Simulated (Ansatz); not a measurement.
Given:

Ta2C:
```yaml
crystal:
  lattice:
    - [3.48502, 0.00000, 0.00000]
    - [0.00000, 3.48502, 0.00000]
    - [0.00000, 0.00000, 6.46691]
  atoms:
    - { symbol: Ta, position: [0.00000, 0.00000, 0.00000] }
    - { symbol: Ta, position: [0.50000, 0.50000, 0.00000] }
    - { symbol: Ta, position: [0.50000, 0.00000, 0.36744] }
    - { symbol: Ta, position: [0.00000, 0.50000, 0.63256] }
    - { symbol: C, position: [0.50000, 0.00000, 0.72505] }
    - { symbol: C, position: [0.00000, 0.50000, 0.27495] }
```

This is the PBEsol-relaxed structure.

Q: All from the program Ansatz at the PBEsol level (PAW), unless another level is named. Predict the bulk modulus (Birch–Murnaghan fit).

A: 268 GPa.

Q: What about the highest zone-centre frequency?

A: 460 cm⁻¹.

Space group P4/nmm. A made-up cell: these elements were put on the sites of a structure type; neither database checked (COD, Materials Project) lists it. COD files the formula under space group No. 164. Whether it is the stable phase at ambient conditions was not checked. The cell was relaxed with PBEsol under the symmetry of its start; its stability against distortions is not shown here. No spin polarisation was allowed. As this level gives no gap, phonon frequencies hold no LO–TO term and depend on the k-mesh and smearing (Fermi–Dirac, 0.1 eV here). Scalar-relativistic: spin–orbit coupling is off unless named, which matters more the heavier the elements.

Potentials: the earlier of the program's two PAW sets. The files were generated under PBE; for other functionals the program regenerates the frozen cores, and for LDA and PBEsol the local potential too.
